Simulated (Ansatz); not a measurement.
Zr:
```xyz
2
Lattice="3.2465 0.0000 0.0000 -1.6233 2.8116 0.0000 0.0000 0.0000 5.1522" Properties=species:S:1:pos:R:3 pbc="T T T"
Zr     0.0000     1.8744     3.8642
Zr     1.6233     0.9372     1.2881
```

Relaxed with r²SCAN. Special points in fractions of this cell's reciprocal vectors: Γ (0.000, 0.000, 0.000); M (0.500, 0.000, 0.000); K (0.333, 0.333, 0.000); A (0.000, 0.000, 0.500); L (0.500, 0.000, 0.500); H (0.333, 0.333, 0.500).

Task: List the band energies nearest the Fermi level at these points for the program Ansatz at the r²SCAN level (PAW).

Result: In eV from the Fermi level; about four levels below and three above (degenerate sets whole), none deeper than 8.9 eV; points with the same levels are listed once.

```
k                    below                          above
-  -----------------------  -----------------------------
Γ              -6.00 -3.19                 0.94 0.94 1.02
M  -2.68 -2.65 -2.24 -0.41                 0.64 0.84 1.57
K  -2.18 -1.52 -1.52 -1.27                 0.32 0.32 1.96
A              -4.20 -4.20  0.02 0.02 0.86 0.86 0.86 0.86
L  -2.99 -2.99 -1.09 -1.09            1.54 1.54 2.36 2.36
H  -1.39 -1.39 -0.16 -0.16            2.22 2.22 4.54 4.54
```

Space group P6_3/mmc (hcp (Mg type)). The r²SCAN relaxation kept the symmetry of its start. The run is not spin-polarised. Spin–orbit coupling is left out wherever it is not named.

Potentials: the earlier of the program's two PAW sets.
